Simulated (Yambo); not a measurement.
# Bethe-Salpeter results for K₂Pt

```xyz
3
Lattice="0.0000 3.7361 3.7361 3.7361 0.0000 3.7361 3.7361 3.7361 0.0000" Properties=species:S:1:pos:R:3 pbc="T T T"
K      5.6042     5.6042     5.6042
K      1.8681     1.8681     1.8681
Pt     0.0000     0.0000     0.0000
```

Cell and atoms were relaxed with PBEsol from Materials Project entry mp-1062676, within its symmetry.

BSE in Yambo on norm-conserving PBEsol (Quantum ESPRESSO, 84 Ry, scalar-relativistic) bands: 6×6×6 mesh, 6 valence and 6 conduction bands, static screening with 57 bands and a 4 Ry block, scissor 0.82 eV, Tamm-Dancoff; field along x.

```
state  energy (eV)  states within 2 meV  relative strength   class    main transitions
-----  -----------  -------------------  -----------------  ------  ------------------
1             1.71                    3             < 0.01    dark  several band pairs
2             1.79                    3               0.28  strong  several band pairs
3             1.82                    3             < 0.01    dark  several band pairs
4             1.83                    2             < 0.01    dark  several band pairs
5             1.86                    1             < 0.01    dark  several band pairs
6             1.93                    3               1.00  strong  several band pairs
7             2.02                    3               0.08  strong  several band pairs
8             2.06                    3             < 0.01    dark  several band pairs
9             2.06                    2             < 0.01    dark  several band pairs
```

These are vertical excitations (zero momentum). The direct quasiparticle gap on this mesh is 2.29 eV; counted from there, state 1 is bound by 0.57 eV. Convergence with the mesh was not shown.

Spin singlets only. Strengths are relative to the strongest of the lowest states of this run; strong means a line over 3 % of the spectrum's maximum, dark under 0.03 %. Absolute energies carry the error of the G0W0 scissor, whose convergence isn't established.

Without spin-orbit coupling, band edges of such heavy elements can be off by tenths of an eV.

The structure is a Materials Project entry; no match was found in the copy of COD used, and its stability was not checked.
